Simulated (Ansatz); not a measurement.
BP:
```cif
data_BP
_chemical_formula_sum 'B1 P1'
_space_group_name_H-M_alt 'P 1'
_space_group_IT_number 1
_cell_length_a 3.19627
_cell_length_b 3.19627
_cell_length_c 3.19627
_cell_angle_alpha 60.000
_cell_angle_beta 60.000
_cell_angle_gamma 60.000
loop_
_space_group_symop_operation_xyz
  'x, y, z'
loop_
_atom_site_label
_atom_site_type_symbol
_atom_site_fract_x
_atom_site_fract_y
_atom_site_fract_z
_atom_site_occupancy
B1 B 0.00000 0.00000 0.00000 1
P1 P 0.75000 0.75000 0.75000 1
```

Relaxed with PBEsol.

Question: Decompose the optical modes at the zone centre into irreducible representations, and say which are infrared and Raman allowed.

Answer: Point group -43m: Γ_opt = T2. Infrared: T2. Raman: T2.

Question: Assign frequencies (DFPT, DFT-PBEsol in the program Ansatz with PAW potentials; without the LO–TO term).

Answer: T2 811 cm⁻¹.

Space group F-43m (zinc blende). The cell was relaxed with PBEsol under the symmetry of its start.

Potentials: the earlier of the program's two PAW sets. The files were generated under PBE; for other functionals the program regenerates the frozen cores, and for LDA and PBEsol the local potential too.
